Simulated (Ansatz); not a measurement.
The start is a generated trial cell of MgS in the tenorite structure type. Cell shape, volume and atoms are optimised at zero target pressure with r2SCAN (plane waves to 500 eV, PAW, scalar-relativistic; Ansatz, a program for electronic structure). The first steps use a 9×9×5 k-mesh.

Input geometry:
```
CELL_PARAMETERS angstrom
      3.15804    -2.30785     0.00000
      3.15804     2.30785     0.00000
     -1.14625     0.00000     6.82048
ATOMIC_POSITIONS crystal
  Mg 0.00000 0.50000 0.00000
  Mg 0.50000 0.00000 0.50000
  S  0.58160 0.41840 0.25000
  S  0.41840 0.58160 0.75000
```

```json
{
  "initial_pressure": "-7.5 GPa (negative: the cell is under tension)",
  "energy_released": "0.41 eV/atom",
  "volume_change": "-29.2 %, from 24.85 to 17.61 Å³/atom",
  "Shortest distances (start → end)": "The closest pairs of elements (up to four, under 3.6 Å), start → end: Mg–S 2.63 → 2.60 Å; S–S 3.54 → 3.68 Å",
  "optimiser_moves": "8"
}
```

Relaxed structure:

```cif
data_Mg4S4
_chemical_formula_sum 'Mg4 S4'
_space_group_name_H-M_alt 'Fm-3m'
_space_group_IT_number 225
_space_group_name_Hall '-F 4 2 3'
_cell_length_a 5.20306
_cell_length_b 5.20306
_cell_length_c 5.20306
_cell_angle_alpha 90.000
_cell_angle_beta 90.000
_cell_angle_gamma 90.000
loop_
_atom_site_label
_atom_site_type_symbol
_atom_site_symmetry_multiplicity
_atom_site_Wyckoff_symbol
_atom_site_fract_x
_atom_site_fract_y
_atom_site_fract_z
_atom_site_occupancy
Mg1 Mg 4 b 0.50000 0.50000 0.50000 1
S1 S 4 a 0.00000 0.00000 0.00000 1
```
(The calculation used a cell of 2 atoms; values per cell refer to that cell.)

Final values are on a 11×11×11 k-mesh of the relaxed cell. No spin polarisation in the result.

The run could not lose the symmetry of its start; a randomly shaken copy of 4 atoms returns to this structure.
